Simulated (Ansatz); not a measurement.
**Al (Im-3m), stationary points along a deformation path**

Computed with DFT r2SCAN, scalar-relativistic, plane waves, PAW (Ansatz). The runs took a 500 eV cutoff, a Γ-centred 24×24×24 mesh and Gaussian smearing (0.15 eV). No spin polarisation. Energies are free energies at this smearing, counted from the undisturbed cell; pressure is positive in compression.

The undisturbed cell (as given, not relaxed at this level; it stands at 0.5 GPa; this bcc form isn't the usual structure):

```yaml
crystal:
  lattice:
    - [-1.59122, 1.59122, 1.59122]
    - [1.59122, -1.59122, 1.59122]
    - [1.59122, 1.59122, -1.59122]
  atoms:
    - { symbol: Al, position: [0.00000, 0.00000, 0.00000] }
```

At fixed volume and fractional coordinates, lengths along (0.577, 0.577, 0.577) are scaled against those across it; ρ is that ratio over its starting value. V = 16.116 Å³/atom. Δσ is the stress along the axis less the mean stress across it (compression positive).

| ρ | ΔE (meV/atom) | Δσ (GPa) | space group |
| --- | --- | --- | --- |
| 0.500 | 5735.1 | 362.36 | R-3m |
| 0.600 | 2300.5 | 197.53 | R-3m |
| 0.710 | 789.2 | 86.44 | R-3m |
| 0.850 | 130.1 | 26.92 | R-3m |
| 1.000 | 0.0 | 0.00 | Im-3m |
| 1.410 | 286.1 | -16.27 | R-3m |
| 2.000 | 531.6 | 0.00 | Pm-3m |

Problem. How does the stress give the slope of the energy, and where is the energy stationary?

Solution. Along the path d ln(length) is 2/3 d ln ρ on the axis and −1/3 d ln ρ across it, so dE/d ln ρ = −(2/3) V Δσ: the energy falls with ρ where Δσ is positive. Δσ vanishes or changes sign at ρ = 1.000 (Im-3m), a minimum at 0.0 meV/atom; at ρ = 2.000 (Pm-3m, an end of the scan), at 531.6 meV/atom. Pairs of stationary points between two samples would go unseen, and could change a minimum read from distant neighbours into a maximum. At ρ = 1.000, 2.000 the cell is cubic, where symmetry alone makes the stress isotropic and the slope zero.

In a metal these slopes depend on the k mesh and the smearing.